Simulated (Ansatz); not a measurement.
Input:

HfSiO4:
```cif
data_Hf2O8Si2
_chemical_formula_sum 'Hf2 Si2 O8'
_space_group_name_H-M_alt 'P 1'
_space_group_IT_number 1
_cell_length_a 5.52814
_cell_length_b 5.52814
_cell_length_c 5.52814
_cell_angle_alpha 106.929
_cell_angle_beta 106.929
_cell_angle_gamma 114.686
loop_
_space_group_symop_operation_xyz
  'x, y, z'
loop_
_atom_site_label
_atom_site_type_symbol
_atom_site_fract_x
_atom_site_fract_y
_atom_site_fract_z
_atom_site_occupancy
Hf1 Hf 0.75000 0.25000 0.50000 1
Hf2 Hf 0.00000 0.00000 0.00000 1
Si1 Si 0.25000 0.75000 0.50000 1
Si2 Si 0.50000 0.50000 0.00000 1
O1 O 0.13333 0.31813 0.81521 1
O2 O 0.06813 0.75292 0.68479 1
O3 O 0.50292 0.31813 0.18479 1
O4 O 0.06813 0.38333 0.31521 1
O5 O 0.61667 0.93187 0.68479 1
O6 O 0.68187 0.86667 0.18479 1
O7 O 0.24708 0.93187 0.31521 1
O8 O 0.68187 0.49708 0.81521 1
```

This is the PBEsol-relaxed structure.

### Question
All from the program Ansatz at the PBEsol level (PAW), unless another level is named. Predict the electronic dielectric constant ε∞ (DFPT).

### Answer
3.92 (xx = yy), 4.15 (zz).

### Question
And the Born charges (a third of the trace)?

### Answer
Hf +5.07, Si +3.55, O -2.15 e.

Space group I4_1/amd. Symmetry was held in the PBEsol relaxation. No spin polarisation was allowed. Spin–orbit coupling is left out wherever it is not named.

Potentials: the later of the program's two PAW sets.
